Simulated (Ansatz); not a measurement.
Values for one crystal, relaxed and computed with the program Ansatz at the LDA level (PAW); other levels are named.

```yaml
volume_per_atom: 15.25 Å³
electronic_character: metallic (no gap)
Pressure derivative B′: 4.0
Bulk modulus (Birch–Murnaghan fit): 125 GPa
Density of states at the Fermi level: 1.3 states/eV per atom (mean over ±0.08 eV)
Formation energy from the elements (no fitted shifts): -270 meV/atom
Elastic constants (relaxed ions, GPa): C11 = 80.0, C12 = 148, C44 = 77.2
```

Q: Pick the material that matches.
A. AlNi, CsCl type
B. AlRu, CsCl type
C. TiAl, CsCl type
D. CuAu, L1₀ or tetragonal B2

A: C, TiAl, CsCl type

Space group Pm-3m (CsCl type). The workflow started from a Materials Project entry (that database holds measured and hypothetical structures alike); the Crystallography Open Database copy checked does not list it. It is not the phase usual at ambient conditions (space group No. 123). The LDA relaxation kept the symmetry of its start. At this level the phase is mechanically unstable. No spin polarisation was allowed. As this level gives no gap, shear constants depend on the k-mesh and smearing (Fermi–Dirac, 0.1 eV here). The references are the lowest solids computed at this level, not always the standard phases.

Potentials: the earlier of the program's two PAW sets. The files were generated under PBE; for other functionals the program regenerates the frozen cores, and for LDA and PBEsol the local potential too.
